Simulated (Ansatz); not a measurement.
Input, command and steps of an Ansatz relaxation.

```yaml
crystal:
  lattice:
    - [1.6361735386, 0.9446452329, 8.35477341]
    - [-1.6361735386, 0.9446452329, 8.35477341]
    - [0.0, -1.8892904659, 8.35477341]
  atoms:
    - { symbol: Mg, position: [0.7830290065, 0.7830290065, 0.7830290065] }
    - { symbol: Sc, position: [0.9955539208, 0.9955539208, 0.9955539208] }
    - { symbol: Al, position: [0.2131574801, 0.2131574801, 0.2131574801] }
    - { symbol: O, position: [0.8789841167, 0.8789841167, 0.8789841167] }
    - { symbol: O, position: [0.1380313748, 0.1380313748, 0.1380313748] }
    - { symbol: O, position: [0.7033356881, 0.7033356881, 0.7033356881] }
    - { symbol: O, position: [0.2876050732, 0.2876050732, 0.2876050732] }
basis:
  ecutwfc: 500
kpoints:
  mp_grid: { grid: [12, 12, 12] }
hamiltonian:
  xc: r2scan
scf:
  occupations: { method: gaussian, width: 0.02 }
output:
  forces: true
  stress: true
  eigenvalues: true
relax:
  adjacent_minimum: "off"
  f_tol: 0.01
  max_steps: 30
  cell: { stress_tol: 0.1, fix: [volume] }
```

```bash
ansatz run input.yaml --threads 2 --pin off --max-ram 5120MiB --backend cpu --events-out ev --progress --plain --runs-dir out
```

Theory: Ansatz 0.2.0, DFT r2SCAN, scalar-relativistic, plane waves, PAW.

The volume is held at 1.03 times that of the relaxed cell.

Of 4 frames 3 are shown, positions in Å and forces in eV/Å; the SCF threshold varies from step to step. Steps run on the plane waves of an earlier cell, with a Pulay correction in the pressure. The basis is chosen afresh for the last frame, the zero of the energies, and at times for earlier ones too; energy and pressure step there, also at an unchanged geometry.

```xyz
7
Lattice="1.6362 0.9446 8.3548 -1.6362 0.9446 8.3548 0.0000 -1.8893 8.3548" Properties=species:S:1:pos:R:3:forces:R:3 pbc="T T T" step=1 free_energy_over_end_meV_per_atom=0.16 pressure_GPa=-5.15
Mg    0.0000    0.0000   19.6261    0.0000    0.0000    0.0348
Sc    0.0000    0.0000   24.9529    0.0000    0.0000   -0.0170
Al    0.0000    0.0000    5.3426    0.0000    0.0000   -0.0016
O     0.0000    0.0000   22.0311    0.0000    0.0000   -0.0162
O     0.0000    0.0000    3.4597    0.0000    0.0000    0.1225
O     0.0000    0.0000   17.6286    0.0000    0.0000   -0.1239
O     0.0000    0.0000    7.2086    0.0000    0.0000    0.0020
7
Lattice="1.6359 0.9445 8.3572 -1.6359 0.9445 8.3572 0.0000 -1.8890 8.3572" Properties=species:S:1:pos:R:3:forces:R:3 pbc="T T T" step=2 free_energy_over_end_meV_per_atom=0.04 pressure_GPa=-5.07
Mg    0.0000    0.0000   19.6313    0.0000    0.0000    0.0348
Sc    0.0000    0.0000   24.9573    0.0000    0.0000   -0.0068
Al    0.0000    0.0000    5.3466    0.0000    0.0000   -0.0237
O     0.0000    0.0000   22.0377    0.0000    0.0000    0.0198
O     0.0000    0.0000    3.4654    0.0000    0.0000    0.0551
O     0.0000    0.0000   17.6289    0.0000    0.0000   -0.0514
O     0.0000    0.0000    7.2115    0.0000    0.0000   -0.0266
7
Lattice="1.6354 0.9442 8.3628 -1.6354 0.9442 8.3628 0.0000 -1.8884 8.3628" Properties=species:S:1:pos:R:3:forces:R:3 pbc="T T T" step=4 free_energy_over_end_meV_per_atom=0.00 pressure_GPa=-4.99
Mg    0.0000    0.0000   19.6463    0.0000    0.0000   -0.0024
Sc    0.0000    0.0000   24.9705    0.0000    0.0000   -0.0048
Al    0.0000    0.0000    5.3508    0.0000    0.0000   -0.0045
O     0.0000    0.0000   22.0553    0.0000    0.0000   -0.0006
O     0.0000    0.0000    3.4724    0.0000    0.0000    0.0047
O     0.0000    0.0000   17.6373    0.0000    0.0000    0.0042
O     0.0000    0.0000    7.2137    0.0000    0.0000    0.0038
```

Time: 2.4 min on 2 threads of Arm Neoverse V2, with other jobs on the host, peak memory 0.81 GiB.